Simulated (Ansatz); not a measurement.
CuI (zinc blende)

```yaml
crystal:
  lattice:
    - [0.00000, 6.07934, 6.07934]
    - [3.03967, 3.03967, 6.07934]
    - [3.03967, 3.03967, 0.00000]
  atoms:
    - { symbol: I, position: [0.00000, 0.75000, 0.75000] }
    - { symbol: I, position: [0.50000, 0.75000, 0.75000] }
    - { symbol: Cu, position: [0.00000, 0.00000, 0.00000] }
    - { symbol: Cu, position: [0.50000, 0.00000, 0.00000] }
```

A phonon eigenvector at X = (0.5, 0.5, 0.0) is frozen into this cell: atom i moves by Q times the vector below, so Q is the largest atomic displacement, in Å. The cell is held. (q is in reciprocal vectors of the primitive cell; the cell shown is doubled to hold the pattern.)

```json
[
 {"atom": "I1", "x": "0.000", "y": "0.000", "z": "1.000"},
 {"atom": "I2", "x": "0.000", "y": "0.000", "z": "-1.000"}
]
```

Atoms not listed stay in place.

Calculation: PBE (plane waves to 420 eV, PAW, scalar-relativistic; Ansatz, a program for electronic structure). k mesh 9×9×9 (Γ-centred), Fermi-Dirac smearing 0.05 eV. The energy includes the smearing's −TS. CuI is run without spin polarisation. CuI was relaxed with its symmetry unable to fall. Spin-orbit coupling is left out, though I is heavy. The zero of ΔE is the undisplaced structure.

```json
[
 {"Q (Å)": "-0.180", "ΔE (meV/cell)": "229.7"},
 {"Q (Å)": "-0.150", "ΔE (meV/cell)": "159.2"},
 {"Q (Å)": "-0.120", "ΔE (meV/cell)": "101.8"},
 {"Q (Å)": "-0.090", "ΔE (meV/cell)": "57.2"},
 {"Q (Å)": "-0.060", "ΔE (meV/cell)": "withheld"},
 {"Q (Å)": "-0.030", "ΔE (meV/cell)": "6.3"},
 {"Q (Å)": "0.000", "ΔE (meV/cell)": "0.0"},
 {"Q (Å)": "0.030", "ΔE (meV/cell)": "6.3"},
 {"Q (Å)": "0.060", "ΔE (meV/cell)": "withheld"},
 {"Q (Å)": "0.090", "ΔE (meV/cell)": "57.2"},
 {"Q (Å)": "0.120", "ΔE (meV/cell)": "101.8"},
 {"Q (Å)": "0.150", "ΔE (meV/cell)": "159.2"},
 {"Q (Å)": "0.180", "ΔE (meV/cell)": "229.7"}
]
```

Fit an even polynomial form (powers 2, 4) to the given rows and predict ΔE at Q = 0.060.

Least squares on the 11 given rows: ΔE = (7050)·Q² + (1199)·Q⁴, in meV/cell with Q in Å; root-mean-square residual 0.03 meV/cell. At 0.060 the fit gives 25.4 meV/cell; the calculation gives 25.4 meV/cell, the same to the digits shown. The quadratic term alone would give 25.4 meV/cell.

(A displaced cell: forces are minus the slopes of the energy, force constants its curvatures, and phonons follow from these.)
